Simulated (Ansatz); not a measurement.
Relaxed-ion elastic tensor of GaN in space group I4mm (No. 107; Ga on 2a, N on 2a) in GPa (Voigt order), the program Ansatz at the r²SCAN level (PAW); density 6.92 g/cm³, 10.05 Å³ per atom.

```csv
,1,2,3,4,5,6
1,572,33.8,101,0.0,0.0,0.0
2,33.8,572,101,0.0,0.0,0.0
3,101,101,287,0.0,0.0,0.0
4,0.0,0.0,0.0,140,0.0,0.0
5,0.0,0.0,0.0,0.0,140,0.0
6,0.0,0.0,0.0,0.0,0.0,21.5
```

Is the crystal mechanically stable?

Yes: the smallest eigenvalue of C is 21.5 GPa.

Work out the Voigt, Reuss and Hill averages.

K_V = 212, K_R = 198, K_H = 205; G_V = 140, G_R = 68.6, G_H = 104 GPa.

Give Young's modulus, Poisson's ratio, Pugh's ratio and the universal anisotropy index.

E = 9KG/(3K + G) = 267 GPa; ν = 0.28; K/G = 1.96 (ductile by the Pugh limit of 1.75); A_U = 5G_V/G_R + K_V/K_R − 6 = 5.26.

Estimate the sound speeds and the Debye temperature.

v_l = √((K + 4G/3)/ρ) = 7050 m/s, v_t = √(G/ρ) = 3880 m/s, mean 4330 m/s; Θ = (h/k)(3n/4πV)^(1/3) v_m = 597 K.

Solve the Christoffel equation for the three sound speeds along x, y, z.

Eigenvalues of C_ijkl n_j n_l equal ρv² (piezoelectric stiffening left out). In km/s, slowest first: x 1.76, 4.50, 9.09; y 1.76, 4.50, 9.09; z 4.50, 4.50, 6.44.

How much does each axis shrink under pressure?

Linear compressibilities β_i = Σ_j S_ij (j = 1 to 3): x 1.2, y 1.2, z 2.6 per TPa.

The first step of the workflow began from a Materials Project structure, measured or hypothetical; the Crystallography Open Database copy checked does not list it. It is not the phase usual at ambient conditions (space group No. 186, 216). The cell was relaxed with r²SCAN under the symmetry of its start; whether a distortion lowers the energy is not shown.

Potentials: the later of the program's two PAW sets.
